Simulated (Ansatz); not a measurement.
**CsTl (CsCl type) from its elements: all-electron against pseudopotential results**

```
CELL_PARAMETERS angstrom
4.34412 0.00000 0.00000
0.00000 4.34412 0.00000
0.00000 0.00000 4.34412
ATOMIC_POSITIONS crystal
Cs 0.00000 0.00000 0.00000
Tl 0.50000 0.50000 0.50000
```

The cell comes from a relaxation on PAW files under the same functional, begun from a prototype that needn't be the stable phase.

All numbers are LDA results (scalar-relativistic) from Ansatz 0.2.0, with a Γ-centred 8×8×8 k mesh, Fermi–Dirac smearing of 0.05 eV, no spin polarisation. Methods: LAPW: all electrons, basis error target 0.5 meV/atom; PAW: frozen-core files, cutoff 420 eV.

The elements are taken as Cs bcc, Tl hcp, each relaxed on PAW files under the same functional and computed by the same method as the compound; zero-point and thermal terms are left out.

Spin–orbit coupling is left out, which matters for the heavy atoms. The PAW files were made under PBE.

Question: What is the formation energy by LAPW, and how far do the other methods lie from it?

Answer: 0.047 eV/atom; PAW +0.2 meV/atom. The compound is unstable against these elements; other compounds of the system weren't compared.

Question: Give the LAPW value for one formula unit in kJ/mol.

Answer: 0.047 eV/atom × 2 atoms × 96.485 kJ/(mol·eV) = 9.1 kJ/mol, at zero temperature and without zero-point motion.

Question: What Bader charges does the PAW density give?

Answer: Cs1 +0.47 e, Tl2 -0.47 e.
